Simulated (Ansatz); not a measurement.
Ir:
```cif
data_Ir4
_chemical_formula_sum 'Ir4'
_space_group_name_H-M_alt 'Fm-3m'
_space_group_IT_number 225
_space_group_name_Hall '-F 4 2 3'
_cell_length_a 3.84480
_cell_length_b 3.84480
_cell_length_c 3.84480
_cell_angle_alpha 90.000
_cell_angle_beta 90.000
_cell_angle_gamma 90.000
loop_
_atom_site_label
_atom_site_type_symbol
_atom_site_symmetry_multiplicity
_atom_site_Wyckoff_symbol
_atom_site_fract_x
_atom_site_fract_y
_atom_site_fract_z
_atom_site_occupancy
Ir1 Ir 4 a 0.00000 0.00000 0.00000 1
```
(The calculation used a cell of 1 atom; values per cell refer to that cell.)

Relaxed with r²SCAN.

Tabulate the valence density and the electron localisation function along the shortest Ir–Ir contact (2.72 Å), DFT-r²SCAN in the program Ansatz with PAW potentials.



| distance from Ir (Å) | density (e/Å³) | ELF |
|---|---|---|
| 0.27 | 9.01 | 0.49 |
| 0.41 | 7.67 | 0.56 |
| 0.54 | 5.69 | 0.58 |
| 0.68 | 3.56 | 0.54 |
| 0.82 | 1.88 | 0.45 |
| 0.95 | 0.97 | 0.34 |
| 1.09 | 0.63 | 0.30 |
| 1.22 | 0.48 | 0.33 |
| 1.36 | 0.45 | 0.36 |
| 1.50 | 0.48 | 0.33 |
| 1.63 | 0.63 | 0.30 |
| 1.77 | 0.97 | 0.34 |
| 1.90 | 1.88 | 0.45 |
| 2.04 | 3.56 | 0.54 |
| 2.17 | 5.69 | 0.58 |
| 2.31 | 7.67 | 0.56 |
| 2.45 | 9.01 | 0.49 |

The density is the valence pseudo-density with augmentation charge, so density and ELF within about 1 Å of a nucleus are not all-electron values.

The cell was relaxed with r²SCAN under the symmetry of its start. No spin polarisation was allowed. Scalar-relativistic: spin–orbit coupling is off unless named, which matters more the heavier the elements.

Potentials: the earlier of the program's two PAW sets.
